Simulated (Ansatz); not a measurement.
# Density of states of Ag

```cif
data_structure
_symmetry_space_group_name_H-M 'Fm-3m'
_symmetry_Int_Tables_number 225
_cell_length_a 4.0862
_cell_length_b 4.0862
_cell_length_c 4.0862
_cell_angle_alpha 90.000
_cell_angle_beta 90.000
_cell_angle_gamma 90.000
_cell_volume 68.23
loop_
_atom_site_label
_atom_site_type_symbol
_atom_site_symmetry_multiplicity
_atom_site_Wyckoff_symbol
_atom_site_fract_x
_atom_site_fract_y
_atom_site_fract_z
_atom_site_occupancy
Ag1 Ag 4 a 0.00000 0.00000 0.00000 1
```

The runs use the primitive cell with vectors (0.000, 2.043, 2.043), (2.043, 0.000, 2.043), (2.043, 2.043, 0.000) Å, to which the k mesh refers.

The structure is cubic, space group Fm-3m (No. 225). Conventional cell: a = 4.086 Å, b = 4.086 Å, c = 4.086 Å, α = 90.00°, β = 90.00°, γ = 90.00°. Ag (site symmetry m-3m) has 12 Ag at 2.89 Å as nearest neighbours.

The cell comes from COD entry 9008459, which wasn't checked; take it as a given geometry.

These are results of DFT, LDA, all-electron LAPW, scalar-relativistic (Ansatz 0.2.0), not measurements.

Numerical set-up: a Γ-centred 15×15×15 k mesh, Fermi–Dirac smearing of 0.05 eV, basis error target 1 meV/atom, no spin polarisation.

Task: Where is the centre of the filled Ag 4d states between -14 eV and the top of the filled states?

Result: -4.46 eV from the Fermi level.

Task: Tabulate the density of states.

Result: States per eV and cell, averaged over 0.4 eV, from -7.8 to 6.8 eV, with energies (bin centres) from the Fermi level; empty bins are left out. The partial columns, the largest 2 alone, are projections on Löwdin-orthogonalised atomic shells (those that the program's projection atoms carry: the occupied ones and, for some elements, an empty d or f shell; other empty shells have no column), summed over atoms of an element. Weights on diffuse s and p shells depend on that basis and aren't pure angular character.
```csv
E (eV),total,Ag 4d,Ag 5s
-7.7,0.05,0.00,0.04
-7.3,0.09,0.00,0.08
-6.9,0.14,0.01,0.12
-6.5,0.69,0.44,0.24
-6.1,2.94,2.49,0.44
-5.7,2.53,2.35,0.17
-5.3,2.44,2.35,0.07
-4.9,2.71,2.60,0.10
-4.5,3.46,3.30,0.14
-4.1,2.89,2.77,0.09
-3.7,2.88,2.79,0.07
-3.3,2.84,2.77,0.06
-2.9,2.26,2.19,0.07
-2.5,0.23,0.14,0.09
-2.1,0.22,0.10,0.11
-1.7,0.23,0.09,0.12
-1.3,0.24,0.08,0.14
-0.9,0.25,0.07,0.14
-0.5,0.27,0.06,0.15
-0.1,0.27,0.05,0.15
0.3,0.27,0.04,0.14
0.7,0.27,0.04,0.13
1.1,0.27,0.03,0.13
1.5,0.27,0.02,0.12
1.9,0.26,0.02,0.10
2.3,0.23,0.02,0.08
2.7,0.22,0.01,0.07
3.1,0.20,0.01,0.06
3.5,0.21,0.01,0.08
3.9,0.33,0.02,0.17
4.3,0.31,0.02,0.15
4.7,0.30,0.01,0.13
5.1,0.34,0.01,0.12
5.5,0.32,0.01,0.09
5.9,0.28,0.01,0.07
6.3,0.29,0.01,0.07
6.7,0.36,0.01,0.13
```
